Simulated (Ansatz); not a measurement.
This run works on a proposed trial structure, not on a known crystal.

Input and command of a plane-wave DFT calculation in Ansatz:

```yaml
crystal:
  lattice:
    - [6.7128719706, 0.0, 0.0]
    - [-3.3564359853, 5.8135176589, 0.0]
    - [0.0, 0.0, 9.1355449207]
  atoms:
    - { symbol: Si, position: [0.3346855435, 0.3346855435, 0.5422505725] }
    - { symbol: Si, position: [0.3346855435, 0.0, 0.4577494275] }
    - { symbol: Si, position: [0.6653144565, 0.0, 0.5422505725] }
    - { symbol: Si, position: [0.6653144565, 0.6653144565, 0.4577494275] }
    - { symbol: Si, position: [0.6666666667, 0.3333333333, 0.1295423659] }
    - { symbol: Si, position: [0.6666666667, 0.3333333333, 0.8704576341] }
    - { symbol: Si, position: [0.0, 0.3346855435, 0.4577494275] }
    - { symbol: Si, position: [0.0, 0.6653144565, 0.5422505725] }
    - { symbol: Si, position: [0.3333333333, 0.6666666667, 0.8704576341] }
    - { symbol: Si, position: [0.3333333333, 0.6666666667, 0.1295423659] }
    - { symbol: As, position: [0.305141823, 0.305141823, 0.8051725981] }
    - { symbol: As, position: [0.305141823, 0.0, 0.1948274019] }
    - { symbol: As, position: [0.694858177, 0.0, 0.8051725981] }
    - { symbol: As, position: [0.694858177, 0.694858177, 0.1948274019] }
    - { symbol: As, position: [0.0, 0.305141823, 0.1948274019] }
    - { symbol: As, position: [0.0, 0.694858177, 0.8051725981] }
basis:
  ecutwfc: 420
kpoints:
  mp_grid: { grid: [6, 6, 4] }
hamiltonian:
  xc: pbe
scf:
  occupations: { method: gaussian, width: 0.02 }
output:
  forces: true
  stress: true
  eigenvalues: true
relax:
  adjacent_minimum: "off"
  f_tol: 0.01
  max_steps: 80
  cell: { stress_tol: 0.05 }
```

```bash
ansatz run input.yaml --threads 1 --pin off --max-ram 2560MiB --backend cpu --events-out ev --progress --plain --runs-dir out
```

Processor: Intel(R) Xeon(R) Platinum 8259CL CPU @ 2.50GHz (Skylake/Cascade Lake), 1 thread, on a host shared with other jobs.

Task: How long does it run, and how much memory does it take?

Result: About 120 s, peak memory 0.93 GiB. It solves 81 bands at 24 k points (after reduction by symmetry) with about 6967 plane waves (on the last cell), in 17 SCF iterations over 3 ionic steps.
